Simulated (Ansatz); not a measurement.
## Al6FeCo5: phonons across the zone

Level of theory: DFT PBE, scalar-relativistic, plane waves, PAW (Ansatz 0.2.0). Settings: 420 eV plane-wave cutoff, Γ-centred 10×10×6 mesh, Fermi-Dirac smearing of 0.15 eV. No spin polarisation. Phonons by linear response, acoustic sum rule imposed.

Relaxed structure:
```
Al Fe Co
1.0
     4.03877    0.00000    0.00000
     0.00000    4.03877    0.00000
     0.00000    0.00000    8.56464
Al Fe Co
6 1 5
Direct
  0.00000 0.50000 0.66524
  0.00000 0.50000 0.00000
  0.00000 0.50000 0.33476
  0.50000 0.00000 0.66524
  0.50000 0.00000 0.00000
  0.50000 0.00000 0.33476
  0.00000 0.00000 0.50000
  0.00000 0.00000 0.83392
  0.00000 0.00000 0.16608
  0.50000 0.50000 0.83416
  0.50000 0.50000 0.16584
  0.50000 0.50000 0.50000
```

The cell was found from a structure generator's guess, not taken from experiment. In a metal, frequencies and elastic constants depend on the k mesh and the smearing, soft modes and shear constants most. The q mesh is coarse, so values between its points are rough.

Force constants from linear response on a 2×2×1 q mesh.

Path: Γ–X–M–Γ–Z–R–A–Z | X–R | M–A. Only the points of the 2×2×1 mesh were computed; the rest is interpolation, which is rough on so few points. On the mesh no mode is imaginary. Distance along the path (Å⁻¹), then the branches (cm⁻¹, negative for imaginary):
```
0.000  0 0 0 168 168 168 168 177 177 216 220 220 220 230 230 232 236 248 280 300 300 306 306 330 330 330 338 342 363 363 367 367 378 386 386 387
0.195  40 48 76 164 164 170 170 175 188 218 219 221 225 228 228 230 236 244 280 302 303 308 308 328 331 332 337 341 360 363 365 366 376 383 384 384
0.389  77 95 144 160 163 167 175 178 210 212 218 220 221 222 222 228 236 239 284 309 312 313 315 322 334 337 340 343 354 358 362 364 370 376 376 378
0.583  109 137 154 165 169 183 188 198 201 203 204 206 213 221 224 232 233 244 292 313 319 324 325 327 338 344 344 346 346 350 356 356 359 367 369 370
0.778  134 136 172 174 176 185 186 187 193 193 196 206 224 224 225 229 232 246 301 304 329 334 334 337 338 338 339 344 344 348 352 355 358 359 363 365
0.972  146 149 172 176 178 179 180 182 199 202 204 212 222 223 226 227 230 244 299 302 313 317 320 320 329 334 348 351 352 353 358 363 365 365 368 373
1.167  169 173 175 175 176 178 186 190 207 212 212 216 220 220 222 224 231 242 295 296 297 299 301 303 311 317 355 357 359 363 368 374 374 378 380 384
1.361  174 179 179 182 196 197 197 200 202 205 208 209 218 218 228 231 241 246 283 285 287 289 290 291 295 300 360 360 368 370 375 378 379 386 391 393
1.556  184 186 186 189 191 191 195 196 202 203 203 209 220 220 233 233 251 251 278 280 282 285 287 287 287 289 362 362 374 374 377 378 379 389 394 396
1.831  163 167 180 182 191 196 197 198 203 209 211 216 219 220 221 230 233 240 285 286 287 293 296 298 299 311 358 359 361 371 373 376 379 384 386 392
2.106  130 131 152 155 180 192 196 198 204 204 210 211 214 218 222 231 234 242 283 293 297 314 316 319 320 337 339 345 354 361 365 371 372 377 377 387
2.381  68 68 99 159 160 175 176 185 186 216 218 223 225 225 228 228 238 242 281 298 304 312 315 326 327 335 339 339 357 362 366 369 376 376 382 386
2.656  0 0 0 168 168 168 168 177 177 216 220 220 220 230 230 232 236 248 280 300 300 306 306 330 330 330 338 342 363 363 367 367 378 386 386 387
2.748  24 24 33 151 151 178 178 182 182 201 216 216 229 232 233 233 237 249 281 296 296 309 309 330 330 330 331 347 361 361 369 369 374 386 386 390
2.839  47 47 66 133 133 180 181 181 193 193 209 209 232 235 237 238 238 253 286 292 292 313 313 321 329 329 335 353 359 359 365 372 372 385 385 395
2.931  70 70 98 113 113 155 186 186 200 200 202 202 232 236 238 241 241 257 288 288 292 311 316 316 328 328 340 356 357 357 357 374 374 384 384 398
3.023  90 90 93 93 124 131 191 191 195 195 204 204 232 236 238 242 242 259 287 287 301 301 318 318 327 327 345 351 356 356 357 375 375 383 383 399
3.217  88 92 98 100 150 154 188 193 197 201 205 206 230 230 234 239 240 247 290 299 301 302 319 320 325 329 345 349 354 356 359 373 373 380 381 397
3.412  105 108 115 117 181 186 190 191 207 208 211 215 215 220 224 231 234 235 298 304 306 316 321 321 326 334 344 344 347 355 362 366 367 371 375 390
3.606  135 137 138 139 169 175 198 199 203 208 211 215 218 220 226 227 228 240 309 312 315 319 322 331 334 337 340 341 342 351 354 357 357 367 369 383
3.800  153 153 156 161 169 170 172 174 196 209 211 213 215 223 230 233 235 249 318 321 321 321 324 324 338 340 341 342 343 345 348 348 352 361 374 378
3.995  158 160 160 164 175 177 179 181 194 205 205 206 221 226 230 233 234 247 308 312 316 320 320 322 326 327 329 332 350 357 361 362 367 367 377 379
4.189  172 172 174 175 186 190 191 192 193 194 197 199 226 228 230 232 232 242 292 297 303 305 306 310 321 322 326 327 363 370 374 374 377 382 382 383
4.384  179 182 182 189 190 191 191 195 202 202 208 210 223 226 226 227 235 237 280 286 289 290 293 295 320 321 329 329 372 379 381 382 384 386 386 393
4.578  175 178 178 187 199 200 202 207 207 211 214 214 217 217 221 221 237 237 277 281 282 284 288 288 320 320 330 330 375 382 385 385 385 386 390 396
4.853  168 170 183 185 187 188 195 195 204 205 210 212 214 216 230 232 232 241 280 292 293 294 296 299 320 324 325 333 368 376 377 381 382 383 387 391
5.128  122 124 150 155 197 200 202 202 204 207 212 213 215 216 220 220 224 241 283 300 302 307 314 321 323 325 343 345 350 359 361 370 371 381 382 388
5.403  88 92 111 112 166 168 194 195 198 200 204 208 225 228 231 234 241 241 286 301 302 311 315 324 325 328 346 347 348 360 361 366 375 377 382 395
5.678  90 90 93 93 124 131 191 191 195 195 204 204 232 236 238 242 242 259 287 287 301 301 318 318 327 327 345 351 356 356 357 375 375 383 383 399
5.724  134 136 172 174 176 184 186 189 189 192 199 207 222 225 225 228 233 246 301 304 328 333 335 337 338 339 339 344 344 348 352 354 355 362 363 366
5.816  137 139 171 173 173 179 180 183 189 195 207 214 219 223 227 228 234 247 304 306 325 329 337 338 338 338 342 343 344 345 346 351 352 363 367 372
5.908  143 145 170 170 171 172 173 176 193 201 212 216 218 219 229 230 235 248 309 311 323 326 333 334 338 340 341 342 343 344 345 350 351 362 371 376
5.999  150 152 160 164 169 170 172 174 196 207 213 213 215 222 230 233 235 249 316 318 321 324 325 326 338 340 341 343 343 344 347 348 352 361 373 378
6.045  184 186 186 189 191 191 195 196 202 203 203 209 220 220 233 233 251 251 278 280 282 285 287 287 287 289 362 362 374 374 377 378 379 389 394 396
6.137  182 184 184 191 192 195 195 198 202 203 203 209 220 220 233 233 248 248 278 280 282 285 287 289 291 291 357 357 376 377 377 379 380 388 394 396
6.229  178 180 180 190 195 200 202 202 202 204 204 210 218 218 233 233 240 240 277 281 281 285 287 289 301 301 348 348 375 380 381 381 382 388 393 396
6.320  176 178 178 188 198 201 201 206 206 209 209 211 216 216 228 228 237 237 277 281 282 284 288 289 312 312 338 338 375 381 384 384 384 386 391 396
6.412  175 178 178 187 199 200 202 207 207 211 214 214 217 217 221 221 237 237 277 281 282 284 288 288 320 320 330 330 375 382 385 385 385 386 390 396
```
